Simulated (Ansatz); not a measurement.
Cu (fcc, Cu type)

Space group Fm-3m (No. 225); a = b = c = 3.5638 Å, α = β = γ = 90.00°

| atom | site | symmetry | x | y | z |
|---|---|---|---|---|---|
| Cu | 4a | m-3m | 0.0000 | 0.0000 | 0.0000 |
(The calculation used a cell of 1 atom; values per cell refer to that cell.)

E(V) scan at fixed shape, V₀ the volume above. Symmetry pins the atoms to their sites.

Computed with PBEsol (plane waves to 420 eV, PAW, scalar-relativistic; Ansatz, a quantum-chemistry and plane-wave program). k mesh 23×23×23 (Γ-centred), Fermi-Dirac smearing 0.05 eV. Energies are smeared free energies. Cu is run without spin polarisation. Cu was relaxed with its symmetry unable to fall. ΔE is measured from the relaxed starting cell. The last digit holds for this mesh only.

| V (Å³/atom) | ΔE (meV/atom) |
|---|---|
| 10.184 | 72.6 |
| 10.467 | 38.6 |
| 10.750 | 16.2 |
| 11.033 | 3.8 |
| 11.315 | 0.0 |
| 11.598 | 3.7 |
| 11.881 | 13.7 |
| 12.164 | 29.3 |
| 12.447 | 49.5 |

### Question
What is the fitted pressure derivative B₀′?

### Answer
5.0.

### Question
What bulk modulus B₀ follows from a third-order Birch-Murnaghan fit?

### Answer
168 GPa. Check by three points about V = 11.315 Å³/atom, step 0.566: d²E/dV² ≈ (16 − 2·0 + 14) meV / 0.566² = 0.0937 eV/Å⁶, and V·d²E/dV² × 160.2 = 170 GPa.

(Under strain, the slope of the energy per volume gives the stress and its curvature an elastic modulus.)
